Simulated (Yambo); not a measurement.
# Convergence of the G0W0 gap of LiMgBN2

G0W0@PBEsol for LiMgBN2 (space group I-4m2, No. 119) in Yambo. Reference settings: 4×4×4 Γ-centred k mesh, bands 6 to 120 and a 8 Ry block in the screening, 120 bands in G with the Bruneval-Gonze terminator, plasmon pole fitted at 27.2 eV. The PBEsol gap Z → Γ on this mesh is 2.48 eV; G0W0 gaps are taken between the same points.

```csv
change from the reference,G0W0 gap Z → Γ (eV),shift of the valence edge (eV),rough Yambo cost
reference settings,4.19,-1.06,1
"45 bands in W, 45 bands in G",4.15,-0.86,within a factor of two
3 Ry block,3.76,-0.73,within a factor of two
"45 bands in G, no terminator",3.82,-0.47,–
no terminator,4.09,-0.90,–
```

The reference isn't shown to be the converged limit. Costs are rough (shared machines), scaled to the same edge states, and given only for runs that recompute the screening.

Geometry of the Materials Project entry, not relaxed at this level; primitive cell a = b = c = 5.200 Å, α = β = 136.91°, γ = 62.58°.

The structure is a Materials Project entry; no match was found in the copy of COD used, and its stability was not checked.

A shift is the quasiparticle energy of the state minus its PBEsol energy.
